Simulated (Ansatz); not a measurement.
Computed with DFT PBE, scalar-relativistic, plane waves, PAW (Ansatz). All cells share a 420 eV cutoff and Γ-centred k meshes spaced at most about 0.3 Å⁻¹ (about 0.25 or finer for metals, 2π included). No spin polarisation in the final relaxations.

Temperature and zero-point effects are left out. All come from trial cells, and lower structures may exist.

Problem. These unrelaxed guesses for Be₂H are each relaxed within their symmetry. Order them by the energy at which they end, lowest first.
1.

```cif
data_structure
_symmetry_space_group_name_H-M 'P4/nmm:1'
_symmetry_Int_Tables_number 129
_cell_length_a 3.8404
_cell_length_b 3.8404
_cell_length_c 3.0975
_cell_angle_alpha 90.000
_cell_angle_beta 90.000
_cell_angle_gamma 90.000
_cell_volume 45.68
loop_
_atom_site_label
_atom_site_type_symbol
_atom_site_symmetry_multiplicity
_atom_site_Wyckoff_symbol
_atom_site_fract_x
_atom_site_fract_y
_atom_site_fract_z
_atom_site_occupancy
Be1 Be 4 d 0.25000 0.75000 0.00000 1
H1 H 2 c 0.50000 0.00000 0.39499 1
```

2.

```cif
data_structure
_symmetry_space_group_name_H-M 'P6/mmm'
_symmetry_Int_Tables_number 191
_cell_length_a 3.3137
_cell_length_b 3.3137
_cell_length_c 4.2907
_cell_angle_alpha 90.000
_cell_angle_beta 90.000
_cell_angle_gamma 120.000
_cell_volume 40.80
loop_
_atom_site_label
_atom_site_type_symbol
_atom_site_symmetry_multiplicity
_atom_site_Wyckoff_symbol
_atom_site_fract_x
_atom_site_fract_y
_atom_site_fract_z
_atom_site_occupancy
Be1 Be 3 f 0.50000 0.00000 0.00000 1
Be2 Be 1 a 0.00000 0.00000 0.00000 1
H1 H 2 e 0.00000 0.00000 0.28739 1
```

Solution. 2 (ends in P6/mmm, 0 meV/atom), 1 (ends in P4/nmm, 245 meV/atom). Even the lowest end lies +0.53 eV/atom against the elements.

No dispersion correction is applied, so the spacing and binding between layers, chains or molecules are poorly described (P6/mmm, P4/nmm), and this can change margins and order among such cells. With hydrogen, zero-point motion can shift such differences by 10 meV/atom or more. Cells relaxed within their symmetry can be saddle points. Some structure types and database cells were kept out of the candidates from the start, so a known form may be missing.
